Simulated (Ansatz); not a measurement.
BiP₂Ir₂, a known structure type with other elements, at an estimated volume

```
CELL_PARAMETERS angstrom
0.00000 3.89882 0.00000
3.89882 0.00000 0.00000
1.94941 1.94941 -6.51777
ATOMIC_POSITIONS crystal
Bi 0.00000 0.00000 0.00000
Ir 0.75000 0.25000 0.50000
Ir 0.25000 0.75000 0.50000
P 0.36000 0.36000 0.28000
P 0.64000 0.64000 0.72000
```

Single point in Ansatz 0.2.0 with r2SCAN, no spin polarisation. Cutoff 500 eV, PAW datasets, 7×7×7 Γ-centred k mesh, gaussian filling (width 0.0132 eV).

Question: Where is the largest force?

Answer: The largest is on P4 (and as large on other atoms): 1.69 eV/Å, components (0.00, 0.00, -1.69). It makes 54° with the line to a nearest neighbour, Ir2 at 2.42 Å.

Question: What is the formation energy?

Answer: -0.03 eV an atom against the elements' usual phases (free molecules for gases, crystals otherwise, with no correction for O₂ or N₂), too near zero to call. Relaxing would lower it.

Question: What does the stress say?

Answer: The pressure is -7.2 GPa (compression positive), so with the atoms held at these fractions the cell would first shrink; the forces are large, so a full relaxation may end otherwise. The principal stresses -8.4, -6.6, -6.6 GPa differ, so its shape would change too.

Question: What happens at the Fermi level?

Answer: It is a metal, with about 3.2 states/eV a cell as the mean within 0.25 eV of the Fermi level, mostly Bi p (40 %), Ir d (29 %) and P p (15 %).

Question: How is the charge shared?

Answer: Bader charges in e: Bi +0.63, P -0.07, Ir -0.24. In the mean Bi gives up most and Ir takes most.

Origin: a known structure type with other elements, at an estimated volume, so it need not be a known compound. Caveats: many states at the Fermi level without spin polarisation, so a magnetic state may lie lower; atoms or cell far from equilibrium.

Run time, from a saved density: 60 s on 1 thread of Intel(R) Xeon(R) 6975P-C (Granite Rapids), on a shared host, peak memory 0.83 GiB. The time holds forces, stress, Bader, DOS, bands, ELF.
